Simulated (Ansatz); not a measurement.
An Ansatz input:

```yaml
crystal:
  lattice:
    - [2.4006138766, 0.0, 0.0]
    - [-1.2003069383, 2.0789926018, 0.0]
    - [0.0, 0.0, 8.4580615135]
  atoms:
    - { symbol: Cr, position: [0.0, 1.0, 1.0], spin: 1.5 }
    - { symbol: Cr, position: [0.0, 0.0, 0.5], spin: 1.5 }
    - { symbol: Cr, position: [0.3333333333, 0.6666666667, 0.25], spin: 1.5 }
    - { symbol: Cr, position: [0.6666666667, 0.3333333333, 0.75], spin: 1.5 }
hamiltonian:
  xc: pbesol
  pseudopotentials:
    kind: paw
    azcp:
      Cr: "pseudopotentials/Cr.paw.azcp"
basis:
  ecutwfc: 420
  fft_grid_basis: typed
kpoints:
  mp_grid: { grid: [16, 16, 4], shift: [0, 0, 0] }
magnetization:
  spin_polarized: true
scf:
  occupations: { method: fermi_dirac, width: 0.05 }
  lower_state_search: "off"
output:
  stress: true
  write_density: true
  write_potential: true
  elf: true
  volumetric_format: npy
```

and its output:

```
Warning: the record states the generating functional pbe (its physics header spells it `PBE`), which answers neither for hamiltonian.xc's functional nor for the pbesol family's — results may be inconsistent (PPs are generated against a specific XC)
Engine: ansatz 0.2.0, x86_64-unknown-linux-gnu
Pseudopotentials: kind: paw
Pseudopotential: Cr, paw, valence charge 14, recommended cutoff 420 eV (normal) 
Functional definition: PBEsol
  exchange = pbesol_x
  correlation = pbesol_c
Crystal: 4 atoms, lattice volume = 42.213 Å³
Basis set: ecut = 420 eV, 815 PW (Γ)
Bands: 38, of which v1, the nominal top of the filled ones, is band 28 counted from 1 (27 counted from 0)
Symmetry: 24 space group operations
Space group: P63/mmc (ITA 194), of the structure as read, at distance tolerance 3.5e-5 Å
Magnetic group: BNS 194.263 (UNI 1493), of the structure as read, at distance tolerance 3.5e-5 Å
k-points: 90 of 1024
Non-local potential: Cr, projectors of the file, l = 0: 3, l = 1: 2, l = 2: 3, l = 3: 1
PAW form: soft (Blöchl's): semilocal exchange-correlation on the pseudo side does not see the compensation charge
PAW frozen core: Cr, regenerated for the run's functional, and the local potential with it (the file was generated under x = pbe(κ = 0.804, μ = 0.2195149727645171), c = pbe(β = 0.06672455060314922))
PAW one-centre angular grid: Cr, 590 points (default); XC on 64 Gauss nodes
Initial density: superposition of atomic densities (chi_scale 0.1, normalization cell)
Starting moments: Σ|m| = 6 μB on 4 of 4 sites
Initial wavefunctions: pseudopotential atomic-orbital guess
Functional: x = pbesol(κ = 0.804, μ = 0.12345679012345678), c = pbesol(β = 0.046)
SCF iter   1: F=—  HF=-13399.790779 eV  |F-HF|=—  |Δ(HF+E_count)|=         —  Δρ=2.16e-1 (↑2.16e-1 ↓5.97e-2)  dr2=1.96e1  dr2_m=4.00e0  M=2.538 μB ∫|m|=2.540 μB  β_m=0.30  ethr=3.10e-3  ⟨swp⟩=3.8  Hψ=20892  notcnv=0
SCF iter   2: F=—  HF=-13396.000862 eV  |F-HF|=—  |Δ(HF+E_count)|=    3.79e0  Δρ=1.31e-1 (↑1.31e-1 ↓4.35e-2)  dr2=5.90e0  dr2_m=2.02e0  M=2.405 μB ∫|m|=2.407 μB  β_m=0.30  ethr=3.10e-3  ⟨swp⟩=2.1  Hψ=13835  notcnv=0  defer=371
SCF iter   3: F=—  HF=-13394.587811 eV  |F-HF|=—  |Δ(HF+E_count)|=    1.41e0  Δρ=5.73e-2 (↑4.83e-2 ↓5.73e-2)  dr2=8.14e-1  dr2_m=8.93e-1  M=2.430 μB ∫|m|=2.432 μB  β_m=0.30  ethr=3.10e-3  ⟨swp⟩=3.0  Hψ=13521  notcnv=0  defer=371
SCF iter   4: F=—  HF=-13394.734863 eV  |F-HF|=—  |Δ(HF+E_count)|=   1.47e-1  Δρ=5.29e-2 (↑5.20e-2 ↓5.29e-2)  dr2=2.67e0  dr2_m=6.59e-1  M=2.130 μB ∫|m|=2.132 μB  β_m=0.30  ethr=1.45e-3  ⟨swp⟩=2.3  Hψ=9696  notcnv=0  defer=303
SCF iter   5: F=—  HF=-13394.646921 eV  |F-HF|=—  |Δ(HF+E_count)|=   8.79e-2  Δρ=3.97e-2 (↑3.97e-2 ↓3.24e-2)  dr2=2.56e-2  dr2_m=5.01e-1  M=1.843 μB ∫|m|=1.846 μB  β_m=0.30  ethr=1.45e-3  ⟨swp⟩=2.8  Hψ=11409  notcnv=0  defer=299
SCF iter   6: F=—  HF=-13394.700675 eV  |F-HF|=—  |Δ(HF+E_count)|=   5.38e-2  Δρ=3.11e-2 (↑2.92e-2 ↓3.11e-2)  dr2=1.49e-3  dr2_m=3.51e-1  M=1.641 μB ∫|m|=1.644 μB  β_m=0.30  ethr=4.56e-5  ⟨swp⟩=2.4  Hψ=12867  notcnv=0  defer=299
SCF iter   7: F=—  HF=-13394.751255 eV  |F-HF|=—  |Δ(HF+E_count)|=   5.06e-2  Δρ=2.63e-2 (↑2.59e-2 ↓2.63e-2)  dr2=1.83e-4  dr2_m=2.64e-1  M=1.440 μB ∫|m|=1.442 μB  β_m=0.30  ethr=2.66e-6  ⟨swp⟩=2.0  Hψ=13253  notcnv=0  defer=299
...
SCF 1 converged in 24 iterations: F = -13394.889156 eV  dr2 = 2.60e-12
SCF converged after 24 iterations
Magnetization: 0.0000 μB (28.0000 up, 28.0000 down)
Absolute magnetization: 0.0000 μB (∫|ρ↑−ρ↓|, with the PAW one-centre terms)
Spin contamination: 0.0000 ħ² per cell (⟨S²⟩ above its minimum at these occupations)
Per-site moments (μB) at R_I (Å): [(9.805191713684667e-7, 0.990253224094394), (9.805191712907986e-7, 0.990253224094394), (1.2121382117759862e-6, 0.990253224094394), (1.2121382116894471e-6, 0.990253224094394)]
Free energy (F): -13394.889156 eV
Harris-Foulkes:  -13394.889156 eV  (|F-HF|=9.09e-12)
Internal energy: -13394.844320 eV  (E = F + TS)
E sigma→0 (E₀):  -13394.866738 eV
Entropy (-TS):   -0.044837 eV (-11.209 meV/atom)
Fermi energy:    21.211809 eV
--- Per-component energies (eV) ---
  E_band       = -458.930921
  E_kinetic    = 1388.845306
  E_local      = -4410.032829  (includes V_loc(G=0)·N_el)
  E_nonlocal   = 327.209570
  E_hartree    = 1959.059853
  E_xc         = -560.855481
  E_vxc        = -718.920933  (∫ρ·V_xc dr)
  E_paw        = -4673.500286  (= ΣΔE_a)
  E_vpaw       = -964.153015  (= ΣTr[D̂ρ^β])
  E_aug_tail   = 0.001413  (compensation charges beyond the density's cutoff)
  E_ewald      = -7426.211865
  E_core_change = 0.639998  (= ΣΔE_core)
  E_smearing   = -0.044837  (= −TS)
  E_closure    = 0.000000  (closes the sum)
  Σ components = -13394.889156   (vs F -13394.889156, Δ=0.00e0)
--- Stress (GPa, compression-positive) ---
       26.610318       0.000000       0.000000
        0.000000      26.610318      -0.000000
        0.000000      -0.000000      23.393436
  P = ⅓ Tr σ = 25.5380 GPa (255.380 kbar)
--- Band table (eV; the first three rows and the last of 180) ---
  k-point 0 ↑: bands = ["-50.1109", "-50.0147", "-49.9959", "-49.8980", "-22.0196", "-21.5082", "-21.4994", "-20.9673", "-20.8406", "-20.8406", "-20.7997", "-20.7997", "-20.7773", "-20.7773", "-20.7361", "-20.7361", "13.2197", "15.3629", "15.3713", "16.6962", "19.4255", "19.4477", "19.9150", "20.6426", "20.6426", "20.7533", "20.7533", "20.9508", "20.9508", "21.0841", "21.0841", "21.2986", "22.5308", "22.5308", "23.0481", "23.0481", "23.3247", "23.3247"]
  k-point 1 ↑: bands = ["-50.1030", "-50.0468", "-49.9635", "-49.9061", "-21.9810", "-21.7035", "-21.3011", "-21.0090", "-20.8368", "-20.8368", "-20.8110", "-20.8110", "-20.7660", "-20.7660", "-20.7399", "-20.7399", "13.3793", "14.5435", "16.0956", "16.6669", "19.5200", "19.6341", "19.8558", "20.6700", "20.6700", "20.7627", "20.7627", "20.9357", "20.9357", "20.9561", "21.0448", "21.0448", "22.5929", "22.5929", "22.9276", "22.9276", "23.4643", "23.4643"]
  k-point 2 ↑: bands = ["-50.0804", "-50.0804", "-49.9293", "-49.9293", "-21.8705", "-21.8705", "-21.1268", "-21.1268", "-20.8262", "-20.8262", "-20.8262", "-20.8262", "-20.7507", "-20.7507", "-20.7507", "-20.7507", "13.8403", "13.8403", "16.5178", "16.5178", "19.7012", "19.7012", "20.2253", "20.2253", "20.7329", "20.7329", "20.7329", "20.7329", "20.9651", "20.9651", "20.9651", "20.9651", "22.7451", "22.7451", "22.7451", "22.7451", "23.6807", "23.6807"]
  k-point 89 ↓: bands = ["-49.7389", "-49.7389", "-49.7166", "-49.7166", "-21.7793", "-21.7793", "-21.7195", "-21.7195", "-21.5833", "-21.5833", "-21.5148", "-21.5148", "-21.2132", "-21.2132", "-21.1639", "-21.1639", "17.9005", "17.9005", "18.5732", "18.5732", "18.7333", "18.7333", "18.8692", "18.8692", "19.9776", "19.9776", "20.0104", "20.0104", "21.5063", "21.5063", "22.2722", "22.2722", "23.5637", "23.5637", "23.9100", "23.9100", "29.2246", "29.2246"]
```
